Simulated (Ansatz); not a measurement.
CdSiP$_{2}$:
```cif
data_Cd2P4Si2
_chemical_formula_sum 'Cd2 Si2 P4'
_space_group_name_H-M_alt 'P 1'
_space_group_IT_number 1
_cell_length_a 6.55402
_cell_length_b 6.55402
_cell_length_c 6.55402
_cell_angle_alpha 129.549
_cell_angle_beta 129.549
_cell_angle_gamma 74.129
loop_
_space_group_symop_operation_xyz
  'x, y, z'
loop_
_atom_site_label
_atom_site_type_symbol
_atom_site_fract_x
_atom_site_fract_y
_atom_site_fract_z
_atom_site_occupancy
Cd1 Cd 0.75000 0.25000 0.50000 1
Cd2 Cd 0.00000 0.00000 0.00000 1
Si1 Si 0.25000 0.75000 0.50000 1
Si2 Si 0.50000 0.50000 0.00000 1
P1 P 0.16594 0.12500 0.54094 1
P2 P 0.58406 0.62500 0.45906 1
P3 P 0.37500 0.83406 0.95906 1
P4 P 0.87500 0.41594 0.04094 1
```

Relaxed with LDA.

Q: Give the optical modes at the zone centre with their infrared and Raman activity from DFPT, plane-wave PAW LDA (Ansatz code).

A: Transverse frequencies, without the LO–TO term; a row sums one degenerate level.

```csv
ω (cm⁻¹),degeneracy,IR ((D/Å)²/amu),Raman (Å⁴/amu),activity
66,2,0.03,10,IR+Raman
89,1,0.00,47,Raman
110,1,0.08,27,IR+Raman
154,2,1.66,91,IR+Raman
244,2,2.08,34,IR+Raman
292,2,3.71,70,IR+Raman
301,1,7.15,40,IR+Raman
302,1,0.00,0,silent
307,1,0.00,250,Raman
326,1,0.00,31,Raman
378,1,0.00,0,silent
449,2,8.14,19,IR+Raman
449,1,0.00,3.0,Raman
481,2,30.03,160,IR+Raman
482,1,16.26,25,IR+Raman
```

Q: How high does the top mode go among those that the LO–TO term moves?

A: 501 cm⁻¹ for q along x, 501 cm⁻¹ for q along y, 503 cm⁻¹ for q along z.

Space group I-42d (chalcopyrite). The LDA relaxation kept the symmetry of its start.

Potentials: the later of the program's two PAW sets.
